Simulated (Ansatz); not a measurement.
NbSeS:
```xyz
6
Lattice="3.3603 0.0000 0.0000 -1.6801 2.9101 0.0000 0.0000 0.0000 12.2534" Properties=species:S:1:pos:R:3 pbc="T T T"
Nb     0.0000     0.0000     3.2623
Nb     0.0000     0.0000     8.9912
Se     0.0000     1.9401    10.7115
Se     1.6801     0.9700     1.5420
S      1.6801     0.9700     4.7663
S      0.0000     1.9401     7.4872
```

Relaxed with PBEsol. Special points in fractions of this cell's reciprocal vectors: Γ (0.000, 0.000, 0.000); M (0.500, 0.000, 0.000); K (0.333, 0.333, 0.000); A (0.000, 0.000, 0.500); L (0.500, 0.000, 0.500); H (0.333, 0.333, 0.500).

Task: List the band energies nearest the Fermi level at these points for plane-wave PAW PBEsol (Ansatz code).

Result: In eV from the Fermi level; about four levels below and three above (degenerate sets whole), none deeper than 8.9 eV; points with the same levels are listed once.

| k | below | above |
|---|---|---|
| Γ | -0.90 -0.90 -0.87 -0.87 -0.05 | 0.35 1.55 2.87 2.87 |
| M | -0.80 -0.66 -0.43 -0.02 | 2.84 2.91 3.11 |
| K | -3.00 -2.27 -1.84 -1.84 | 0.51 0.51 2.09 |
| A | -0.90 -0.90 -0.87 -0.87 | 0.94 1.47 2.91 2.91 |
| L | -0.84 -0.80 -0.20 -0.04 | 2.86 2.88 3.06 |
| H | -2.65 -2.54 -1.76 -1.76 | 0.54 0.54 2.10 2.10 |

Space group P-3m1. The workflow started from a Materials Project entry (that database holds measured and hypothetical structures alike); the Crystallography Open Database copy checked does not list it. Its standing as an ambient phase is unchecked. The PBEsol relaxation kept the symmetry of its start; its stability against distortions is not shown here. The workflow began spin-polarised and lost its moments. A crystal of weakly bound layers computed without a dispersion correction: the cell and the soft elastic constants depend strongly on that. Spin–orbit coupling is left out wherever it is not named.

Potentials: the later of the program's two PAW sets.
